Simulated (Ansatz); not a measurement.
Method: DFT PBE, scalar-relativistic, plane waves, PAW (Ansatz). Plane waves to 420 eV, a 14×10×6 mesh through Γ for the 6-atom cell and 0.10 eV Gaussian smearing; no spin polarisation.

Energies over the elements count from the elements' standard structures at the same level, with no fitted energy shifts.

Problem. Suggest a trial structure for an orthorhombic metal made of Al and Cu, with a formation energy near −0.09 eV/atom and a density near 7.69 g/cm³, in a cell of 6 atoms.

Solution. AlCu5, space group Pmmm (No. 47). Al is surrounded by 10 Cu at 2.59–2.64 Å and 2 Al at 2.67 Å; around Cu on a site of symmetry mm2 lie 8 Cu at 2.57–2.68 Å and 4 Al at 2.59 Å; around Cu on a second site of symmetry mm2 lie 11 Cu at 2.57–2.67 Å and 1 Al at 2.64 Å; around Cu on a site of symmetry mmm lie 12 Cu at 2.57–2.67 Å.

```cif
data_structure
_symmetry_space_group_name_H-M 'Pmmm'
_symmetry_Int_Tables_number 47
_cell_length_a 2.6673
_cell_length_b 3.5490
_cell_length_c 7.8590
_cell_angle_alpha 90.000
_cell_angle_beta 90.000
_cell_angle_gamma 90.000
_cell_volume 74.39
loop_
_atom_site_label
_atom_site_type_symbol
_atom_site_symmetry_multiplicity
_atom_site_Wyckoff_symbol
_atom_site_fract_x
_atom_site_fract_y
_atom_site_fract_z
_atom_site_occupancy
Al1 Al 1 f 0.50000 0.50000 0.00000 1
Cu1 Cu 2 q 0.00000 0.00000 0.82951 1
Cu2 Cu 2 t 0.50000 0.50000 0.33629 1
Cu3 Cu 1 c 0.00000 0.00000 0.50000 1
```

- Volume per atom: 12.40 Å³
- Density: 7.69 g/cm³
- Energy over the elements: −0.09 eV/atom
- Gap on the 14×10×6 mesh of the 6-atom cell: 0 eV (a metal)

The structure comes from a generated guess, relaxed at this level; another structure or a mixture of phases may lie lower. The answer needn't be unique; the calculation gave this one.

Symmetry constrained the relaxation, so the result can be a saddle point.
